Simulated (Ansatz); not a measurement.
LaWN₃ in space group R3c (No. 161; La on 6a, W on 6a, N on 18b), PBE in the plane-wave PAW code Ansatz, all energies at zero smearing, with the estimated change up to a 700 eV cutoff added, with one set of potentials and settings (totals compare only within such a set). Cell of 10 atoms (2 La, 2 W, 6 N): -35583.953 eV.

```tsv
element	reference phase	E (eV/atom)
La	P6_3/mmc, 4 atoms in the cell	-6250.0953
W	Im-3m, 1 atoms in the cell	-10384.8193
N	Pa-3, 8 atoms in the cell	-384.0325
```

Formation energy per atom, worked out: (-35583.953 − 2×(-6250.0953) − 2×(-10384.8193) − 6×(-384.0325))/10 = -0.993 eV/atom (-96 kJ per mol of atoms), at 0 K, without zero-point energy or fitted corrections.

The first step of the workflow began from a Materials Project structure, measured or hypothetical; the Crystallography Open Database copy checked does not list it. Its standing as an ambient phase is unchecked. Symmetry was held in the PBE relaxation; its stability against distortions is not shown here. The run is not spin-polarised. The references are the lowest solids computed at this level, not always the standard phases (solids in place of the gases). Spin–orbit coupling is left out wherever it is not named.

Potentials: the later of the program's two PAW sets.
